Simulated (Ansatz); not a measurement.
NbSbO4 in space group Pna2_1 (No. 33; Pearson symbol oP24), DFT-r²SCAN in the program Ansatz with PAW potentials, all energies at zero smearing, with the estimated change up to a 700 eV cutoff added, with one set of potentials and settings (totals compare only within such a set). Cell of 24 atoms (4 Nb, 4 Sb, 16 O): -53362.087 eV.

| element | reference phase | E (eV/atom) |
|---|---|---|
| Nb | Im-3m, 1 atoms in the cell | -4563.6321 |
| Sb | R-3m, 2 atoms in the cell | -6499.1272 |
| O | C2/m, 4 atoms in the cell, spin-polarised | -566.0281 |

Formation energy per atom, worked out: (-53362.087 − 4×(-4563.6321) − 4×(-6499.1272) − 16×(-566.0281))/24 = -2.275 eV/atom (-220 kJ per mol of atoms), at 0 K, without zero-point energy or fitted corrections.

The first step of the workflow began from a Materials Project structure, measured or hypothetical; the Crystallography Open Database files this formula in space group No. 33, but the cells were not matched. Whether it is the stable phase at ambient conditions was not checked. The cell was relaxed with r²SCAN under the symmetry of its start; whether a distortion lowers the energy is not shown. The run is not spin-polarised. The references are the lowest solids computed at this level, not always the standard phases (solids in place of the gases). Spin–orbit coupling is left out wherever it is not named.

Potentials: the later of the program's two PAW sets.
